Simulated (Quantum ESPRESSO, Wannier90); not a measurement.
## AlCo (CsCl type), plane waves to Wannier functions

```
begin unit_cell_cart
ang
    2.8194000000    0.0000000000    0.0000000000
    0.0000000000    2.8194000000    0.0000000000
    0.0000000000    0.0000000000    2.8194000000
end unit_cell_cart
begin atoms_frac
Al   0.0000000000  0.0000000000  0.0000000000
Co   0.5000000000  0.5000000000  0.5000000000
end atoms_frac
```

Structure: Materials Project mp-284, symmetrised, not relaxed again. Not found in the COD (Crystallography Open Database) copy used; not checked further. Method: PBE plane waves in Quantum ESPRESSO 7.5 (PseudoDojo norm-conserving files, 77 Ry, no spin polarisation, no spin-orbit coupling), Bloch states on a 12×12×12 mesh through Γ, Wannier90 4.0.1. Density: 14×14×14 mesh, cold smearing 0.01 Ry. A non-magnetic state is assumed; magnetic ones were not tried.

A tight-binding model is made by disentanglement and projection with no localisation steps (num_iter = 0), so the 13 orbitals stay atom-like: hydrogen-like Al: s;p; Co: s;p;d, axes along x, y, z; frozen window up to 1.50 eV relative to the Fermi level. It follows pw.x to 9.9 meV rms for states up to 1.0 eV relative to the Fermi level. Matrix elements depend on this choice of orbitals and windows.

The 20 largest hoppings ⟨m,0|H|n,R⟩ between different sites (one of each Hermitian pair; signs follow the real orbitals' lobes; the list may end inside a set of equal values):

```csv
m,n,R,distance of the centres (Å),t (eV)
Co2 pz,Co2 pz,0 0 1,2.82,2.533
Co2 px,Co2 px,1 0 0,2.82,2.532
Co2 py,Co2 py,0 1 0,2.82,2.531
Al1 pz,Al1 pz,0 0 1,2.82,1.898
Al1 px,Al1 px,1 0 0,2.82,1.898
Al1 py,Al1 py,0 1 0,2.82,1.895
Co2 pz,Al1 s,0 0 1,2.44,-1.529
Co2 pz,Al1 s,1 1 0,2.44,1.529
Co2 px,Al1 s,1 0 0,2.44,-1.529
Co2 px,Al1 s,0 1 1,2.44,1.529
Co2 pz,Al1 s,0 1 0,2.44,1.529
Co2 py,Al1 s,1 0 1,2.44,1.529
Co2 pz,Al1 s,1 0 1,2.44,-1.529
Co2 py,Al1 s,0 1 0,2.44,-1.529
Co2 pz,Al1 s,1 0 0,2.44,1.529
Co2 px,Al1 s,1 0 1,2.44,-1.529
Co2 px,Al1 s,0 1 0,2.44,1.529
Co2 px,Al1 s,1 1 0,2.44,-1.529
Co2 pz,Al1 s,0 1 1,2.44,-1.529
Co2 px,Al1 s,0 0 1,2.44,1.529
```
